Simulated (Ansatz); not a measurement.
LaRh:
```cif
data_La2Rh2
_chemical_formula_sum 'La2 Rh2'
_space_group_name_H-M_alt 'P 1'
_space_group_IT_number 1
_cell_length_a 6.09046
_cell_length_b 6.09046
_cell_length_c 4.13212
_cell_angle_alpha 90.000
_cell_angle_beta 90.000
_cell_angle_gamma 141.963
loop_
_space_group_symop_operation_xyz
  'x, y, z'
loop_
_atom_site_label
_atom_site_type_symbol
_atom_site_fract_x
_atom_site_fract_y
_atom_site_fract_z
_atom_site_occupancy
La1 La 0.86169 0.13831 0.75000 1
La2 La 0.13831 0.86169 0.25000 1
Rh1 Rh 0.58820 0.41180 0.75000 1
Rh2 Rh 0.41180 0.58820 0.25000 1
```

Relaxed with r²SCAN.

Tabulate the valence density and the electron localisation function along the shortest Rh–Rh contact (2.90 Å), r²SCAN in the plane-wave PAW code Ansatz.



```csv
distance from Rh (Å),density (e/Å³),ELF
0.29,11.65,0.77
0.43,8.39,0.73
0.58,5.29,0.67
0.72,2.84,0.54
0.87,1.27,0.37
1.01,0.62,0.24
1.16,0.38,0.20
1.30,0.29,0.23
1.45,0.26,0.25
1.59,0.29,0.23
1.74,0.38,0.20
1.88,0.62,0.24
2.03,1.27,0.37
2.17,2.84,0.54
2.32,5.29,0.67
2.46,8.39,0.73
2.61,11.65,0.77
```

The density is the valence pseudo-density with augmentation charge, so density and ELF within about 1 Å of a nucleus are not all-electron values.

Space group Cmcm. The first step of the workflow began from a Materials Project structure, measured or hypothetical; the Crystallography Open Database copy checked does not list it. Whether it is the stable phase at ambient conditions was not checked. The r²SCAN relaxation kept the symmetry of its start; its stability against distortions is not shown here. The run is not spin-polarised. Spin–orbit coupling is left out wherever it is not named.

Potentials: the later of the program's two PAW sets.
